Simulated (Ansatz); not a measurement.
Sn (beta-Sn type, space group I4_1/amd)

```yaml
crystal:
  lattice:
    - [-2.94392, 2.94392, 1.59226]
    - [2.94392, -2.94392, 1.59226]
    - [2.94392, 2.94392, -1.59226]
  atoms:
    - { symbol: Sn, position: [0.75000, 0.25000, 0.50000] }
    - { symbol: Sn, position: [0.00000, 0.00000, 0.00000] }
```

The volume is varied about the relaxed value V₀ at fixed cell shape. Symmetry pins the atoms to their sites.

Computed with r2SCAN (plane waves to 500 eV, PAW, scalar-relativistic; Ansatz, a first-principles code). k mesh 17×17×17 (Γ-centred), Fermi-Dirac smearing 0.05 eV. The energy includes the smearing's −TS. Compression counts positive. With the shape held, the modulus is that of even scaling; a crystal free to change shape is softer. Sn was relaxed with its symmetry unable to fall. The PAW data are Ansatz's earlier set. The zero of ΔE is the relaxed starting cell. The last digit holds for this mesh only.

```
V (Å³/atom)  ΔE (meV/atom)
-----------  -------------
23.183               166.6
24.287                85.4
25.391            withheld
26.495                 7.9
27.599                 0.0
28.703                 7.0
29.807                25.8
30.911                54.0
32.015                89.7
```

Q: Fit a third-order Birch-Murnaghan form (E₀, V₀, B₀, B₀′ free) to the given rows and predict ΔE at V = 25.391.

A: Least squares on the 8 given rows: ΔE = E₀ + (9V₀B₀/16)·y²·[2 + (B₀′ − 4)y], y = (V₀/V)^(2/3) − 1, with V₀ = 27.590 Å³/atom, B₀ = 54.07 GPa (160.2 GPa = 1 eV/Å³; the term in eV is multiplied by 1000), B₀′ = 4.83, E₀ = -0.04 meV/atom; root-mean-square residual 0.04 meV/atom. At 25.391 the fit gives 34.7 meV/atom; the calculation gives 34.6 meV/atom, so the interpolation is off by 0.1 (+0.3 %). For the pressure the fit gives 5.5 GPa against the computed 5.5 GPa.

(Under strain, the slope of the energy per volume gives the stress and its curvature an elastic modulus.)
